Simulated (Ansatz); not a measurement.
A geometry of Mo away from equilibrium: the start of the relaxation of a randomly generated symmetric cell of Mo (space group No. 15). The numbers are results of PBEsol (plane waves to 420 eV, PAW, scalar-relativistic; Ansatz, a program for electronic structure), not measurements. Γ-centred k-mesh 10×10×11 on the run's cell (coarser than for final values), Fermi–Dirac smearing 0.05 eV.

```xyz
2
Lattice="2.2564 -2.5220 0.0000 2.2564 2.5220 0.0000 -0.7518 0.0000 3.0516" Properties=species:S:1:pos:R:3:forces:R:3 pbc="T T T" free_energy=-9793.583 pressure_GPa=-5.3
Mo     1.6926     0.9881     2.2887    0.0000    1.3092    0.0000
Mo     2.0685    -0.9881     0.7629    0.0000   -1.3092    0.0000
```

Positions in Å, forces in eV/Å, free energy of the cell in eV (comparable only within this code, potentials and settings). Largest force: 1.31 eV/Å, on Mo1, Mo2 (atoms numbered as listed); the geometry lies 0.72 eV/atom above the end of its relaxation.

No spin polarisation in the result.

The run could not lose the symmetry of its start.
